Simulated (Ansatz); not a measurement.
Relaxed-ion elastic tensor of ZnS (NiAs type, P6_3/mmc) in GPa (Voigt order), the program Ansatz at the PBEsol level (PAW); density 5.05 g/cm³, 16.00 Å³ per atom.

```
 142  85.0  63.6   0.0   0.0   0.0
85.0   142  63.6   0.0   0.0   0.0
63.6  63.6   182   0.0   0.0   0.0
 0.0   0.0   0.0   1.9   0.0   0.0
 0.0   0.0   0.0   0.0   1.9   0.0
 0.0   0.0   0.0   0.0   0.0  28.3
```

Task: Is the crystal mechanically stable?

Result: On the edge, within the error: the smallest eigenvalue of C is 1.9 GPa.

Task: Work out the Voigt and Reuss bounds. Is their mean of use?

Result: K_V = 98.9, K_R = 98.6; G_V = 23.3, G_R = 4.4 GPa. The bounds lie so far apart that a Hill average or a Debye temperature from it would say little.

The start of the workflow was typed in or built on a structure type; neither database checked (COD, Materials Project) lists it. It is not the phase usual at ambient conditions (space group No. 186, 216). The cell was relaxed with PBEsol under the symmetry of its start; phonons on a q-mesh show weakly imaginary modes.

Potentials: the later of the program's two PAW sets.
